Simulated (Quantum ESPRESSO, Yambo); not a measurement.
CaC2 (space group P-1, No. 2): one geometry, one set of PBEsol (pw.x of Quantum ESPRESSO, ONCV potentials, no spin-orbit coupling) orbitals, self-energies from Yambo (4×4×2 Γ-centred k mesh, 141 bands and a 7 Ry block in the screening, 141 bands in G with the Bruneval-Gonze terminator, plasmon pole fitted at 27.2 eV).

```csv
level,"gap (0, 0.25, -0.5) → (-0.5, -0.5, -0.5) (eV)","direct gap at (-0.5, -0.5, -0.5) (eV)"
PBEsol (Quantum ESPRESSO),2.22,2.84
exchange only (Hartree-Fock self-energy on PBEsol orbitals),10.88,11.76
static COHSEX@PBEsol,(withheld),(withheld)
"G0W0@PBEsol, plasmon pole",(withheld),(withheld)
```

**Question.** Complete the blanks.

**Answer.** 
- static COHSEX@PBEsol, gap (0, 0.25, -0.5) → (-0.5, -0.5, -0.5) (eV): 5.13
- static COHSEX@PBEsol, direct gap at (-0.5, -0.5, -0.5) (eV): 5.85
- G0W0@PBEsol, plasmon pole, gap (0, 0.25, -0.5) → (-0.5, -0.5, -0.5) (eV): 4.20
- G0W0@PBEsol, plasmon pole, direct gap at (-0.5, -0.5, -0.5) (eV): 4.92

Bare exchange has no screening and gives the widest gap; static COHSEX screens it but leaves out the frequency dependence, which G0W0 restores.

Convergence of the G0W0 settings was not tested.

Geometry of the Materials Project entry, not relaxed at this level; primitive cell a = 3.8558 Å, b = 3.9725 Å, c = 7.2629 Å, α = 81.47°, β = 86.77°, γ = 62.41°.
